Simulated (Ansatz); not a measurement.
Ansatz (a first-principles code) input:

Ansatz 0.2 input:
```yaml
crystal:
  lattice:
    - [1.5473869213, 0.8933842555, 7.5860091352]
    - [-1.5473869213, 0.8933842555, 7.5860091352]
    - [0.0, -1.7867685111, 7.5860091352]
  atoms:
    - { symbol: Li, position: [0.777757818, 0.777757818, 0.777757818] }
    - { symbol: Li, position: [0.222242182, 0.222242182, 0.222242182] }
    - { symbol: Li, position: [0.0, 0.0, 0.0] }
kpoints:
  mp_grid: { grid: [15, 15, 15] }
hamiltonian:
  xc: r2scan
  pseudopotentials: { azcp: { folder: ./paw }, kind: paw }
scf:
  occupations: { method: fermi_dirac, width: 0.1 }
phonons:
  method: dfpt
  response_accuracy: low
  eigenvectors: true
  rigid_motions: translations
```

Output (shortened):

```
Pseudopotential: Li, paw, valence charge 3
Functional definition: r2SCAN
Crystal: 3 atoms, lattice volume = 62.922 Å³
Basis set: ecut = 500 eV, 1581 PW (Γ), exchange–correlation on 300×300×300 points (125 copies of the dense FFT grid, shifted against one another)
Bands: 9, of which v1, the nominal top of the filled ones, is band 5 counted from 1 (4 counted from 0)
Symmetry: 12 space group operations
k-points: 904 of 3375 (irreducible under 2 space group operations, time reversal used)
iter 1 solved again at ethr=1.42e-4 eV; its pass at ethr=3.10e-3 eV (dr2=1.28e-2 eV) is discarded
SCF iter   1: F=—  HF=-615.381138 eV  |F-HF|=—  |Δ(HF+E_count)|=         —  Δρ=4.03e-3  dr2=1.27e-2  dr2_τ=7.10e-4  ethr=1.42e-4  ⟨swp⟩=1.0  Hψ=62992  notcnv=0
preconditioner: auto → none
SCF iter   2: F=—  HF=-615.420852 eV  |F-HF|=—  |Δ(HF+E_count)|=   3.97e-2  Δρ=2.74e-3  dr2=6.16e-3  dr2_τ=1.20e-5  ethr=1.42e-4  ⟨swp⟩=3.0  Hψ=16103  notcnv=0
SCF iter   3: F=—  HF=-615.425390 eV  |F-HF|=—  |Δ(HF+E_count)|=   4.54e-3  Δρ=1.54e-4  dr2=1.93e-5  dr2_τ=2.08e-6  ethr=6.85e-5  ⟨swp⟩=1.7  Hψ=9906  notcnv=0
SCF iter   4: F=—  HF=-615.425480 eV  |F-HF|=—  |Δ(HF+E_count)|=   8.99e-5  Δρ=2.95e-5  dr2=2.69e-6  dr2_τ=9.83e-9  ethr=2.15e-7  ⟨swp⟩=2.0  Hψ=12363  notcnv=0
SCF iter   5: F=—  HF=-615.425485 eV  |F-HF|=—  |Δ(HF+E_count)|=   5.37e-6  Δρ=5.57e-5  dr2=2.49e-5  dr2_τ=7.92e-9  ethr=2.99e-8  ⟨swp⟩=2.0  Hψ=9949  notcnv=0  recentre
SCF iter   6: F=—  HF=-615.425481 eV  |F-HF|=—  |Δ(HF+E_count)|=   4.13e-6  Δρ=3.82e-6  dr2=2.23e-8  dr2_τ=3.51e-10  ethr=2.99e-8  ⟨swp⟩=1.5  Hψ=8813  notcnv=0
SCF iter   7: F=—  HF=-615.425478 eV  |F-HF|=—  |Δ(HF+E_count)|=   2.93e-6  Δρ=1.66e-6  dr2=1.99e-9  dr2_τ=2.08e-11  ethr=2.48e-10  ⟨swp⟩=2.9  Hψ=13138  notcnv=0
SCF iter   8: F=—  HF=-615.425478 eV  |F-HF|=—  |Δ(HF+E_count)|=   2.77e-9  Δρ=1.44e-7  dr2=1.55e-11  dr2_τ=1.26e-13  ethr=2.21e-11  ⟨swp⟩=2.3  Hψ=11104  notcnv=0
SCF iter   9: F=-615.425478 eV  HF=-615.425478 eV  |F-HF|=1.14e-13  |Δ(HF+E_count)|=  1.80e-11  Δρ=1.87e-8  dr2=1.48e-13  dr2_τ=5.93e-15  ethr=1.00e-12  ⟨swp⟩=3.9  Hψ=23385  notcnv=0
SCF 1 converged in 9 iterations: F = -615.425478 eV  dr2 = 1.48e-13
DFPT response loops at Γ: preconditioner auto → Kerker (q_TF=auto, 1.973 Å⁻¹) (partly filled bands, converged f_vac=0.000) …
SCF converged after 9 iterations
Free energy (F): -615.425478 eV
Harris-Foulkes:  -615.425478 eV  (|F-HF|=1.14e-13)
Internal energy: -615.378958 eV  (E = F + TS)
E sigma→0 (E₀):  -615.402218 eV
Entropy (-TS):   -0.046520 eV (-15.507 meV/atom)
Fermi energy:    0.939965 eV
--- Per-component energies (eV) ---
  E_band       = -284.788353
  E_kinetic    = 46.707526
  E_local      = -423.550424  (includes V_loc(G=0)·N_el)
  E_nonlocal   = -59.518758
  E_hartree    = 122.268187
  E_xc         = -23.437422
  E_vxc        = -33.179522  (∫ρ·V_xc dr)
  E_paw        = -74.259806  (= ΣΔE_a)
  E_vpaw       = -61.590728  (= ΣTr[D̂ρ^β])
  E_aug_tail   = 0.000394  (compensation charges beyond the density's cutoff)
  E_vtau       = 1.806791  (kinetic-family band-sum trace: ∫τ·v_τ [+ j·A + Jᵃ·Aᵃ] dr)
  E_ewald      = -203.588656
  E_smearing   = -0.046520  (= −TS)
  E_closure    = 0.000000  (closes the sum)
  Σ components = -615.425478   (vs F -615.425478, Δ=0.00e0)
  [band-id]    e_kinetic+e_local+e_nonlocal+2·e_hartree+e_vxc+e_vpaw+e_augmentation_tail+e_vtau = -284.788346   (vs E_band -284.788353, Δ=6.71e-6)
--- Band table (eV; the first three rows and the last of 904) ---
  k-point 0: bands = ["-47.2031", "-47.1906", "-47.1904", "-2.9359", "-0.7980", "-0.7974", "6.9443", "6.9486", "14.8015"]
  k-point 1: bands = ["-47.2025", "-47.1905", "-47.1898", "-2.8576", "-0.8073", "-0.6235", "6.7927", "7.1980", "13.7432"]
  k-point 2: bands = ["-47.2006", "-47.1896", "-47.1884", "-2.6225", "-0.6551", "-0.2837", "6.7199", "7.5436", "11.9399"]
  k-point 903: bands = ["-47.1985", "-47.1982", "-47.1860", "-2.3400", "-2.2918", "1.0579", "3.9762", "12.0209", "12.2522"]
--- Phonons (Γ-DFPT): 4 representative perturbations + reference, on 904 of 3375 k-points (Σ response iterations 22) ---
  ASR residual: 3.937e-4 → 0.000e0 eV/Å²; symmetrization residual: 2.983e-7 eV/Å²
  ASR residual per site (eV/Å²): 3.94e-4 3.94e-4 3.88e-4
  Γ frequencies (cm⁻¹): 0.00 0.00 0.00 103.95 103.95 106.98 106.98 282.96 283.43
  non-analytic LO–TO correction: not included (Born effective charges unavailable; polar crystals: no LO–TO splitting at Γ)
```

Cost: around 70 core-minutes (rough) on shared cores.

Space group R-3m (9R (Sm type)). The first step of the workflow began from a Materials Project structure, measured or hypothetical; the Crystallography Open Database files this formula in space group No. 166, but the cells were not matched. It is not the phase usual at ambient conditions (space group No. 229). The r²SCAN relaxation kept the symmetry of its start; whether a distortion lowers the energy is not shown. As this level gives no gap, phonon frequencies hold no LO–TO term and depend on the k-mesh and smearing (Fermi–Dirac, 0.1 eV here).

Potentials: the earlier of the program's two PAW sets.

Ansatz is a plane-wave DFT program.
